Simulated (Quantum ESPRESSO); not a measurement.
# Hf3TaO7N: one run as intended and one with a planted mistake

Computed values, not a measurement. The program is pw.x of Quantum ESPRESSO 7.5 (plane-wave density functional theory). The cell is made up: 12 atoms on a fluorite lattice, with randomly drawn elements, strain and displacements, not relaxed. PseudoDojo standard norm-conserving files (v0.5 for PBE, v0.4.1 for LDA and PBEsol) set the functional; there is no spin polarisation, spin-orbit coupling or dispersion term, and the masses in the input are unused placeholders.

The hafnium pseudopotential is less sure than the others, with forces about 3 percent (worst 6) and pressure in oxides about 1.5 GPa (worst 2.7) from a second method in checks, which no rerun with the same files tests.

Intended input:

```
&control calculation='scf', pseudo_dir='./dojo.nc.sr.pbe.v0_5.standard.upf', outdir='./o', disk_io='medium', tprnfor=.true., tstress=.true. /
&system ibrav=0, nat=12, ntyp=4, nbnd=54, ecutwfc=84.00895049, nosym=.true., tot_charge=0,
 occupations='smearing', smearing='fd', degauss=0.0018374661
/
&electrons conv_thr=7.350e-09, electron_maxstep=60, /
ATOMIC_SPECIES
Hf 1.0 Hf.upf
N 1.0 N.upf
O 1.0 O.upf
Ta 1.0 Ta.upf
CELL_PARAMETERS angstrom
5.2181 -0.0166 0.0436
-0.0166 5.1436 0.0206
0.0436 0.0206 5.1315
ATOMIC_POSITIONS angstrom
Hf 0.0948 -0.0731 -0.0733
Hf 0.0119 2.5638 2.5411
Hf 2.6646 -0.0128 2.6757
Ta 2.5539 2.4645 -0.0452
O 1.4147 1.2171 1.2634
O 1.3554 1.389 3.6816
O 1.3555 3.8511 1.3699
O 1.3301 3.8796 3.8728
N 3.9616 1.2107 1.4593
O 3.842 1.3115 3.9278
O 3.7822 3.8832 1.43
O 3.8796 3.7546 3.8948
K_POINTS automatic
4 4 4 1 1 1
```

The log is shortened where brackets say so; the opening notice, blank lines, dates and the lines on written files are dropped, and the path of the files is cut. It prints rydbergs, bohrs and kilobars, and counts compression as positive stress. Where no state is partly filled, the Fermi energy that it prints is only some level between the filled and the empty states on the mesh, and need not lie in the true gap.

Log of the intended run:

```
     Program PWSCF v.7.5
     Parallel version (MPI & OpenMP), running on       1 processor cores
     Number of MPI processes:                 1
     Threads/MPI process:                     1
     [start-up lines left out]
     bravais-lattice index     =            0
     lattice parameter (alat)  =       9.8612  a.u.
     unit-cell volume          =     929.3475 (a.u.)^3
     number of atoms/cell      =           12
     number of atomic types    =            4
     number of electrons       =        96.00
     number of Kohn-Sham states=           54
     kinetic-energy cutoff     =      84.0090  Ry
     charge density cutoff     =     336.0358  Ry
     scf convergence threshold =      7.3E-09
     mixing beta               =       0.7000
     number of iterations used =            8  plain     mixing
     Exchange-correlation= PBE
                           (   1   4   3   4   0   0   0)
     [axes and pseudopotential details left out]
   Cartesian axes
     site n.     atom                  positions (alat units)
         1        Hf     tau(   1) = (   0.0181668  -0.0140084  -0.0140467  )
         2        Hf     tau(   2) = (   0.0022804   0.4913086   0.4869586  )
         3        Hf     tau(   3) = (   0.5106252  -0.0024529   0.5127524  )
         4        Ta     tau(   4) = (   0.4894115   0.4722795  -0.0086618  )
         5        O      tau(   5) = (   0.2711032   0.2332365   0.2421091  )
         6        O      tau(   6) = (   0.2597393   0.2661782   0.7055160  )
         7        O      tau(   7) = (   0.2597585   0.7379978   0.2625180  )
         8        O      tau(   8) = (   0.2548910   0.7434593   0.7421562  )
         9        N      tau(   9) = (   0.7591732   0.2320100   0.2796500  )
        10        O      tau(  10) = (   0.7362539   0.2513266   0.7526960  )
        11        O      tau(  11) = (   0.7247942   0.7441492   0.2740352  )
        12        O      tau(  12) = (   0.7434593   0.7195052   0.7463721  )
     number of k points=    32  Fermi-Dirac smearing, width (Ry)=  0.0018
                       cart. coord. in units 2pi/alat
        k(    1) = (   0.1243591   0.1267141   0.1255493), wk =   0.0625000
        k(    2) = (   0.1222314   0.1256890   0.3798007), wk =   0.0625000
     [further k points left out]
     Dense  grid:    96683 G-vectors     FFT dimensions: (  60,  60,  60)
     Estimated max dynamical RAM per process >     170.37 MB
     Initial potential from superposition of free atoms
     starting charge      95.9935, renormalised to      96.0000
     Starting wfcs are   72 randomized atomic wfcs
     total cpu time spent up to now is       15.0 secs
     per-process dynamical memory:   104.6 Mb
     Self-consistent Calculation
     iteration #  1     ecut=    84.01 Ry     beta= 0.70
     Davidson diagonalization with overlap
     ethr =  1.00E-02,  avg # of iterations =  2.0
     total cpu time spent up to now is       32.8 secs
     total energy              =    -719.48302810 Ry
     estimated scf accuracy    <       5.40278505 Ry
     iteration #  2     ecut=    84.01 Ry     beta= 0.70
     Davidson diagonalization with overlap
     ethr =  5.63E-03,  avg # of iterations =  6.0
     total cpu time spent up to now is       73.9 secs
     total energy              =    -717.23906438 Ry
     estimated scf accuracy    <      27.94865602 Ry
     [iterations 3 to 14 left out]
     iteration # 15     ecut=    84.01 Ry     beta= 0.70
     Davidson diagonalization with overlap
     ethr =  2.50E-10,  avg # of iterations =  3.7
     total cpu time spent up to now is      451.8 secs
     total energy              =    -722.25593507 Ry
     estimated scf accuracy    <          8.4E-09 Ry
     iteration # 16     ecut=    84.01 Ry     beta= 0.70
     Davidson diagonalization with overlap
     ethr =  8.79E-12,  avg # of iterations =  5.1
     total cpu time spent up to now is      493.9 secs
     End of self-consistent calculation
     [lines on levels left out]
     the Fermi energy is    13.5088 ev
!    total energy              =    -722.25593508 Ry
     estimated scf accuracy    <          6.4E-09 Ry
     smearing contrib. (-TS)   =      -0.00000000 Ry
     internal energy E=F+TS    =    -722.25593508 Ry
     The total energy is F=E-TS. E is the sum of the following terms:
     one-electron contribution =    -122.70979112 Ry
     hartree contribution      =     115.58284178 Ry
     xc contribution           =    -179.82330260 Ry
     ewald contribution        =    -535.30568314 Ry
     convergence has been achieved in  16 iterations
     Forces acting on atoms (cartesian axes, Ry/au):
     atom    1 type  1   force =    -0.07761557    0.03577231    0.11653188
     atom    2 type  1   force =    -0.07932050   -0.01514921   -0.08953097
     atom    3 type  1   force =     0.06032049    0.01663558   -0.11041291
     atom    4 type  4   force =     0.08090613   -0.03752625    0.10740216
     atom    5 type  3   force =    -0.01275622    0.03224632   -0.09356786
     atom    6 type  3   force =    -0.01902025   -0.00876773    0.09443207
     atom    7 type  3   force =    -0.05821456   -0.03252148   -0.04993418
     atom    8 type  3   force =    -0.00267263   -0.00583834    0.05907175
     atom    9 type  2   force =     0.02595552    0.06527073   -0.06923215
     atom   10 type  3   force =     0.00938197   -0.02130659    0.06215569
     atom   11 type  3   force =     0.05167650   -0.04743555   -0.07464643
     atom   12 type  3   force =     0.02135911    0.01862020    0.04773096
     Total force =     0.358478     Total SCF correction =     0.000228
     Computing stress (Cartesian axis) and pressure
          total   stress  (Ry/bohr**3)                   (kbar)     P=     -106.34
  -0.00094256  -0.00000584  -0.00012648         -138.66       -0.86      -18.61
  -0.00000584  -0.00056010   0.00010097           -0.86      -82.39       14.85
  -0.00012648   0.00010097  -0.00066607          -18.61       14.85      -97.98
     init_run     :     14.21s CPU     14.85s WALL (       1 calls)
     electrons    :    461.84s CPU    478.97s WALL (       1 calls)
     forces       :      6.63s CPU      6.70s WALL (       1 calls)
     stress       :     23.52s CPU     24.31s WALL (       1 calls)
     [timing details left out]
     PWSCF        :   8m26.44s CPU   8m45.40s WALL
     JOB DONE.
```

A second run has one planted mistake: the cell has the wrong charge. The input lines that differ, file-writing options aside:

```
- &system ibrav=0, nat=12, ntyp=4, nbnd=54, ecutwfc=84.00895049, nosym=.true., tot_charge=0,
+ &system ibrav=0, nat=12, ntyp=4, nbnd=55, ecutwfc=84.00895049, nosym=.true., tot_charge=-1,
```

Its log:

```
     Program PWSCF v.7.5
     Parallel version (MPI & OpenMP), running on       1 processor cores
     Number of MPI processes:                 1
     Threads/MPI process:                     1
     [start-up lines left out]
     bravais-lattice index     =            0
     lattice parameter (alat)  =       9.8612  a.u.
     unit-cell volume          =     929.3475 (a.u.)^3
     number of atoms/cell      =           12
     number of atomic types    =            4
     number of electrons       =        97.00
     number of Kohn-Sham states=           55
     kinetic-energy cutoff     =      84.0090  Ry
     charge density cutoff     =     336.0358  Ry
     scf convergence threshold =      7.3E-09
     mixing beta               =       0.7000
     number of iterations used =            8  plain     mixing
     Exchange-correlation= PBE
                           (   1   4   3   4   0   0   0)
     [axes and pseudopotential details left out]
   Cartesian axes
     site n.     atom                  positions (alat units)
         1        Hf     tau(   1) = (   0.0181668  -0.0140084  -0.0140467  )
         2        Hf     tau(   2) = (   0.0022804   0.4913086   0.4869586  )
         3        Hf     tau(   3) = (   0.5106252  -0.0024529   0.5127524  )
         4        Ta     tau(   4) = (   0.4894115   0.4722795  -0.0086618  )
         5        O      tau(   5) = (   0.2711032   0.2332365   0.2421091  )
         6        O      tau(   6) = (   0.2597393   0.2661782   0.7055160  )
         7        O      tau(   7) = (   0.2597585   0.7379978   0.2625180  )
         8        O      tau(   8) = (   0.2548910   0.7434593   0.7421562  )
         9        N      tau(   9) = (   0.7591732   0.2320100   0.2796500  )
        10        O      tau(  10) = (   0.7362539   0.2513266   0.7526960  )
        11        O      tau(  11) = (   0.7247942   0.7441492   0.2740352  )
        12        O      tau(  12) = (   0.7434593   0.7195052   0.7463721  )
     number of k points=    32  Fermi-Dirac smearing, width (Ry)=  0.0018
                       cart. coord. in units 2pi/alat
        k(    1) = (   0.1243591   0.1267141   0.1255493), wk =   0.0625000
        k(    2) = (   0.1222314   0.1256890   0.3798007), wk =   0.0625000
     [further k points left out]
     Dense  grid:    96683 G-vectors     FFT dimensions: (  60,  60,  60)
     Estimated max dynamical RAM per process >     171.32 MB
     Initial potential from superposition of free atoms
     starting charge      95.9935, renormalised to      97.0000
     Starting wfcs are   72 randomized atomic wfcs
     total cpu time spent up to now is       15.0 secs
     per-process dynamical memory:   104.7 Mb
     Self-consistent Calculation
     iteration #  1     ecut=    84.01 Ry     beta= 0.70
     Davidson diagonalization with overlap
     ethr =  1.00E-02,  avg # of iterations =  2.0
     total cpu time spent up to now is       45.9 secs
     total energy              =    -718.77314291 Ry
     estimated scf accuracy    <       4.68679079 Ry
     iteration #  2     ecut=    84.01 Ry     beta= 0.70
     Davidson diagonalization with overlap
     ethr =  4.83E-03,  avg # of iterations =  6.1
     total cpu time spent up to now is       89.4 secs
     total energy              =    -717.03545616 Ry
     estimated scf accuracy    <      22.17325581 Ry
     [iterations 3 to 14 left out]
     iteration # 15     ecut=    84.01 Ry     beta= 0.70
     Davidson diagonalization with overlap
     ethr =  1.40E-10,  avg # of iterations =  4.9
     total cpu time spent up to now is      616.1 secs
     total energy              =    -721.19687880 Ry
     estimated scf accuracy    <       0.00000001 Ry
     iteration # 16     ecut=    84.01 Ry     beta= 0.70
     Davidson diagonalization with overlap
     ethr =  1.36E-11,  avg # of iterations =  5.1
     total cpu time spent up to now is      670.7 secs
     End of self-consistent calculation
     [lines on levels left out]
     the Fermi energy is    14.7561 ev
!    total energy              =    -721.19687881 Ry
     estimated scf accuracy    <          2.3E-09 Ry
     smearing contrib. (-TS)   =      -0.00135750 Ry
     internal energy E=F+TS    =    -721.19552130 Ry
     The total energy is F=E-TS. E is the sum of the following terms:
     one-electron contribution =    -121.39374589 Ry
     hartree contribution      =     116.37037743 Ry
     xc contribution           =    -180.86646971 Ry
     ewald contribution        =    -535.30568314 Ry
     convergence has been achieved in  16 iterations
     Forces acting on atoms (cartesian axes, Ry/au):
     atom    1 type  1   force =    -0.07324297    0.04347578    0.11842043
     atom    2 type  1   force =    -0.08096596   -0.02816751   -0.09302893
     atom    3 type  1   force =     0.06513899    0.02828275   -0.10435020
     atom    4 type  4   force =     0.06217658   -0.01545870    0.11360596
     atom    5 type  3   force =    -0.02597533    0.01176477   -0.06030986
     atom    6 type  3   force =    -0.02991431   -0.02095996    0.06921155
     atom    7 type  3   force =    -0.06104203   -0.02233904   -0.03271564
     atom    8 type  3   force =    -0.01119502    0.00314847    0.03715515
     atom    9 type  2   force =     0.03536940    0.05115694   -0.04900079
     atom   10 type  3   force =     0.03205511   -0.03699244    0.03701022
     atom   11 type  3   force =     0.05533738   -0.04531480   -0.06356149
     atom   12 type  3   force =     0.03225816    0.03140374    0.02756360
     Total force =     0.331040     Total SCF correction =     0.000099
     Computing stress (Cartesian axis) and pressure
          total   stress  (Ry/bohr**3)                   (kbar)     P=      113.70
   0.00046288  -0.00002363  -0.00016147           68.09       -3.48      -23.75
  -0.00002363   0.00088081   0.00005390           -3.48      129.57        7.93
  -0.00016147   0.00005390   0.00097503          -23.75        7.93      143.43
     init_run     :     13.76s CPU     14.86s WALL (       1 calls)
     electrons    :    627.83s CPU    655.77s WALL (       1 calls)
     forces       :      7.47s CPU      7.57s WALL (       1 calls)
     stress       :     29.72s CPU     31.36s WALL (       1 calls)
     [timing details left out]
     PWSCF        :  11m19.08s CPU  11m50.31s WALL
     JOB DONE.
```

```
                                            intended run  run with the mistake
                          free energy (eV)     -9826.793             -9812.383
                    smearing term -TS (eV)        0.0000               -0.0185
                            pressure (GPa)        -10.63                 11.37
            largest force component (eV/Å)         2.996                 3.045
largest change of a force component (eV/Å)                               0.855
                                iterations            16                    16
```

For scale, a rerun of the intended cell at a cutoff of 1437 eV and k mesh 6 x 6 x 6 moved values by no more than 0.002 eV in energy, 0.05 GPa in stress and 0.011 eV/Å in force. The charged cell sits in a uniform background, so its energy and stress rest on the program's zero of potential. The number of bands, nbnd, was set by rule from the electron count and the smearing, so it follows the mistake.